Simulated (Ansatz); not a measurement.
The relaxed structure here is a generated cell of WS2: the first start was made by placing the elements on the sites of a structure type, and the end was not matched to a known phase here, so it may be hypothetical. Known forms of WS2 include space group No. 194.

One starting cell of WS$_{2}$ (a generated cell, WS2 built in the rutile structure type) was relaxed twice with Ansatz (plane waves, PAW, scalar-relativistic): with r2SCAN at 500 eV and with PBE at 420 eV. The r2SCAN result:

WS2 is modelled in the tetragonal space group P4₂/mnm (No. 136), the rutile structure, Pearson symbol tP6. Conventional cell: a = b = 5.8313 Å, c = 3.2470 Å, α = β = γ = 90.00°. W on 2a sees 6 S at 2.373–2.388 Å (octahedral). S on 4g is surrounded by 3 W at 2.373–2.388 Å. (Neighbours: up to the widest gap in distance over summed covalent radii, below 1.35, at either atom; cation-cation and far metal-metal contacts left out.)

```csv
quantity,r2SCAN,PBE
space group,P4₂/mnm,P4₂/mnm
volume (Å³/atom),18.40,18.61
a (Å),5.831,5.878
c (Å),3.247,3.231
"gap (eV, no spin-orbit coupling)",0.00,0.00
```

Both levels end in the same structure; PBE's volume is 1.1 % larger. Neither column is exact.

No spin polarisation in the result.

The run could not lower the symmetry of its start; a shaken copy of this end point relaxes with r2SCAN to Pnnm (No. 58), 0.03 eV/atom lower.

Ansatz is a quantum-chemistry and plane-wave program.
